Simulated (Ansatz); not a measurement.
K2IBr, ordered on the rocksalt lattice (R-3m) with 4 atoms a cell, relaxed with r2SCAN, was run in Ansatz under altered settings. All numbers are computed, without spin polarisation but where a row says otherwise.

```
CELL_PARAMETERS angstrom
2.41827 1.39619 7.91989
-2.41827 1.39619 7.91989
0.00000 -2.79238 7.91989
ATOMIC_POSITIONS crystal
Br 0.00000 0.00000 0.00000
I 0.50000 0.50000 0.50000
K 0.25590 0.25590 0.25590
K 0.74410 0.74410 0.74410
```

The base run's other keys:
```yaml
kpoints:
  mp_grid: { grid: [4, 4, 4] }
hamiltonian:
  xc: hse06
scf:
  occupations: { method: fixed }
  n_extra_bands: 5
```

It takes 13 iterations with 3063 plane waves at 420 eV and 13 k points, and leaves a mean stress of +0.34 GPa. The gap over this mesh is 4.846 eV. It ran on 4 threads of Arm Neoverse N1 (shared host).

Outcomes, with energy and stress as changes against the base:

| setting | outcome | ΔF (meV/atom) | Δ mean stress (GPa) | gap on the mesh (eV) | iterations | wall time |
| --- | --- | --- | --- | --- | --- | --- |
| PBE hybrid, exx coeff 0.2, unscreened | converged | – | 0.0 | 5.198 | 13 | 66 s |
| basis.ecutwfc: 300 | converged, warned | +29 | 0.0 | 4.848 | 11 | 36 s |

A dash marks a value that wasn't obtained or can't be compared. Stress is positive in compression. The base took 71 s.

- PBE hybrid, exx coeff 0.2, unscreened. That is 20 % exact exchange, at all ranges, against HSE06's 25 % screened at 0.208 1/Å. The mean stress moves by 0.0 GPa and the gap on the mesh by +0.352 eV (to 5.198). Totals of different functionals aren't comparable.
- basis.ecutwfc: 300. 1901 plane waves in place of 3063. The free energy moves by +29 meV an atom, the mean stress by 0.0 GPa and the gap on the mesh by +0.002 eV (to 4.848). The basis is too small: these are errors of the cutoff. Warned: cutoff below recommended.

Spin-orbit coupling is left out, which matters wherever the heavy atoms make up the band edges.

The stress of a hybrid is loosely converged in these runs.
